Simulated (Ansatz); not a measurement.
# Diamond alloy of Si and Ge (12 of 64 Si sites exchanged), 64 atoms

Ansatz, PAW, plane waves. PBEsol relaxation of volume and atoms (shape held) at the single k point (¼, ¼, ¼) without its symmetry partners; single points on the relaxed atoms at the Γ point alone, onto which points of the small cell's zone fold. Arrangement: unlike neighbours preferred. No spin–orbit coupling unless named.

Relaxed structure:

```yaml
crystal:
  lattice:
    - [10.94349, 0.00000, 0.00000]
    - [0.00000, 10.94349, 0.00000]
    - [0.00000, 0.00000, 10.94349]
  atoms:
    - { symbol: Ge, position: [0.00011, 0.99984, 0.99990] }
    - { symbol: Ge, position: [0.99894, 0.00017, 0.50098] }
    - { symbol: Ge, position: [0.00006, 0.49962, 0.50011] }
    - { symbol: Ge, position: [0.50055, 0.99909, 0.99936] }
    - { symbol: Ge, position: [0.25191, 0.74934, 0.50114] }
    - { symbol: Ge, position: [0.37462, 0.37546, 0.62399] }
    - { symbol: Ge, position: [0.87530, 0.37541, 0.12469] }
    - { symbol: Ge, position: [0.25110, 0.99992, 0.24965] }
    - { symbol: Ge, position: [0.00014, 0.25095, 0.75082] }
    - { symbol: Ge, position: [0.99924, 0.74924, 0.24938] }
    - { symbol: Ge, position: [0.50093, 0.25148, 0.25056] }
    - { symbol: Ge, position: [0.62409, 0.37503, 0.87475] }
    - { symbol: Si, position: [0.00152, 0.50199, 0.99879] }
    - { symbol: Si, position: [0.50111, 0.99983, 0.50063] }
    - { symbol: Si, position: [0.49851, 0.50229, 0.00126] }
    - { symbol: Si, position: [0.50217, 0.50201, 0.49895] }
    - { symbol: Si, position: [0.12594, 0.12852, 0.12502] }
    - { symbol: Si, position: [0.12791, 0.12502, 0.62579] }
    - { symbol: Si, position: [0.12681, 0.62398, 0.12345] }
    - { symbol: Si, position: [0.12496, 0.62541, 0.62910] }
    - { symbol: Si, position: [0.62788, 0.12438, 0.12601] }
    - { symbol: Si, position: [0.62580, 0.12396, 0.62474] }
    - { symbol: Si, position: [0.62501, 0.62553, 0.12503] }
    - { symbol: Si, position: [0.62524, 0.62607, 0.62486] }
    - { symbol: Si, position: [0.25016, 0.25140, 0.99923] }
    - { symbol: Si, position: [0.24875, 0.24801, 0.49798] }
    - { symbol: Si, position: [0.25032, 0.74909, 0.99870] }
    - { symbol: Si, position: [0.74969, 0.24691, 0.99942] }
    - { symbol: Si, position: [0.74910, 0.24996, 0.49974] }
    - { symbol: Si, position: [0.74980, 0.74883, 0.99930] }
    - { symbol: Si, position: [0.74877, 0.75049, 0.49986] }
    - { symbol: Si, position: [0.37395, 0.37672, 0.12332] }
    - { symbol: Si, position: [0.37516, 0.87123, 0.12429] }
    - { symbol: Si, position: [0.37855, 0.87680, 0.62727] }
    - { symbol: Si, position: [0.87198, 0.37462, 0.62462] }
    - { symbol: Si, position: [0.87172, 0.87453, 0.12463] }
    - { symbol: Si, position: [0.87336, 0.87288, 0.62635] }
    - { symbol: Si, position: [0.25110, 0.99940, 0.74980] }
    - { symbol: Si, position: [0.25016, 0.49918, 0.24888] }
    - { symbol: Si, position: [0.24991, 0.50181, 0.75242] }
    - { symbol: Si, position: [0.74966, 0.99934, 0.25059] }
    - { symbol: Si, position: [0.74946, 0.99845, 0.74898] }
    - { symbol: Si, position: [0.74837, 0.50169, 0.25092] }
    - { symbol: Si, position: [0.75093, 0.50200, 0.74865] }
    - { symbol: Si, position: [0.37655, 0.12472, 0.37815] }
    - { symbol: Si, position: [0.37335, 0.12588, 0.87410] }
    - { symbol: Si, position: [0.37716, 0.62307, 0.37263] }
    - { symbol: Si, position: [0.37605, 0.62618, 0.87509] }
    - { symbol: Si, position: [0.87356, 0.12631, 0.37393] }
    - { symbol: Si, position: [0.87223, 0.12348, 0.87400] }
    - { symbol: Si, position: [0.87189, 0.62509, 0.37545] }
    - { symbol: Si, position: [0.87575, 0.62539, 0.87503] }
    - { symbol: Si, position: [0.00091, 0.24927, 0.25104] }
    - { symbol: Si, position: [0.99935, 0.75016, 0.75074] }
    - { symbol: Si, position: [0.49926, 0.24662, 0.74856] }
    - { symbol: Si, position: [0.50056, 0.74944, 0.24950] }
    - { symbol: Si, position: [0.50088, 0.74963, 0.75000] }
    - { symbol: Si, position: [0.12659, 0.37340, 0.37319] }
    - { symbol: Si, position: [0.12682, 0.37799, 0.87709] }
    - { symbol: Si, position: [0.12501, 0.87466, 0.37544] }
    - { symbol: Si, position: [0.12673, 0.87366, 0.87334] }
    - { symbol: Si, position: [0.62714, 0.37771, 0.37721] }
    - { symbol: Si, position: [0.62444, 0.87515, 0.37513] }
    - { symbol: Si, position: [0.62687, 0.87270, 0.87317] }
```

What are the mean bond lengths by pair (pairs within 1.2 times the sum of covalent radii, less contacts 15 % beyond the pair's median; cation–cation pairs of compounds aside; long ionic contacts are cut short by that bound)?

Ge–Si 2.393 ± 0.005 Å (standard deviation, 48 bonds); Si–Si 2.355 ± 0.006 Å (standard deviation, 80 bonds).

What gap lies between the top filled and the lowest empty level in the single points?

HSE06 1.15 eV (3.6 min on 7 threads of Neoverse-V2). An indirect band minimum needn't fold onto Γ of this cell; where it doesn't, these gaps are too wide.
